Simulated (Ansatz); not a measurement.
Method: DFT PBE, scalar-relativistic, plane waves, PAW in Ansatz 0.2.0. All cells share a 420 eV cutoff and Γ-centred k meshes spaced at most about 0.3 Å⁻¹ (about 0.25 or finer for metals, 2π included). Collinear spin in cells that started with moments and kept them past the coarse steps, no spin elsewhere.

These are static total energies at zero pressure.

Two relaxed structures of Sc₂GeTe₂:

A. (site moments Ge -0.2 μB)

Space group I4/mmm (No. 139). a = 5.021 Å, b = 5.021 Å, c = 12.114 Å, α = 90.00°, β = 90.00°, γ = 90.00°
```tsv
atom	site	symmetry	x	y	z
Sc	4e	4mm	0.5000	0.5000	0.1336
Ge	2a	4/mmm	0.0000	0.0000	0.0000
Te	4d	-4m2	0.0000	0.5000	0.2500
```

B. (no spin)

Space group P-6m2 (No. 187). a = 4.144 Å, b = 4.144 Å, c = 12.967 Å, α = 90.00°, β = 90.00°, γ = 120.00°
```tsv
atom	site	symmetry	x	y	z
Sc	2g	3m.	0.0000	0.0000	0.2084
Ge	1a	-6m2	0.0000	0.0000	0.0000
Te	2h	3m.	0.3333	0.6667	0.6785
```

Question: Which form is favoured at zero pressure, and by what margin per atom?

Answer: B is lower, by 0.32 eV/atom. A has space group I4/mmm (No. 139), 30.5 Å³/atom and no gap on its mesh; B has space group P-6m2 (No. 187), 38.6 Å³/atom and no gap. Their magnetic states differ too. In A, Sc has 4 Te at 2.88 Å, 1 Sc at 3.24 Å, 4 Ge at 3.90 Å and 1 Ge at 4.44 Å; Ge has 8 Sc at 3.90 Å, 8 Te at 3.93 Å and 2 Sc at 4.44 Å; around Te lie 4 Sc at 2.88 Å, 4 Te at 3.55 Å and 4 Ge at 3.93 Å. In B, Sc is surrounded by 1 Ge at 2.70 Å and 3 Te at 2.81 Å; Ge has 2 Sc at 2.70 Å; Te has 3 Sc at 2.81 Å. Both come from invented guesses.

Weakly bound directions are ill-defined at this level, which has no dispersion term (P-6m2), and this can change margins and order among such cells. These runs have no spin–orbit coupling, which can matter for Te. Another magnetic order may lie lower. Cells relaxed within their symmetry can be saddle points.
